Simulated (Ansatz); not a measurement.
ZnCu₂SnS₄ in space group I-4 (No. 82; Pearson symbol tI16), the program Ansatz at the LDA level (PAW). The conduction-band minimum lies at Γ, with 1 equivalent valley. Second derivatives d²E/dk² of the lowest band at one valley (eV·Å²), along Cartesian directions:

```tsv
direction	d²E/dk²
[100]	191.1
[010]	191.1
[001]	224.8
[110]	191.0
[101]	207.9
[011]	207.9
```

Question: Find the principal effective masses, the density-of-states mass and the conductivity mass.

Answer: Off-diagonal terms follow from H_xy = H[110] − (H_xx + H_yy)/2, and m*/mₑ = 7.620 eV·Å² over each eigenvalue: 0.034, 0.040, 0.040. One valley's DOS mass (m₁m₂m₃)^(1/3) = 0.038, conductivity mass 3/(Σ 1/mᵢ) = 0.038 mₑ.

Question: What effective density of states Nc follows at 300 K for parabolic valleys?

Answer: Nc = 2.509e19 × 1 × (0.038)^(3/2) ≈ 1.9e17 cm⁻³.

The cell was relaxed with LDA under the symmetry of its start. No spin polarisation was allowed. Scalar-relativistic: spin–orbit coupling is off unless named, which matters more the heavier the elements.

Potentials: the later of the program's two PAW sets.

Edges and masses are those of Kohn–Sham bands, whose gap is no quasiparticle gap.
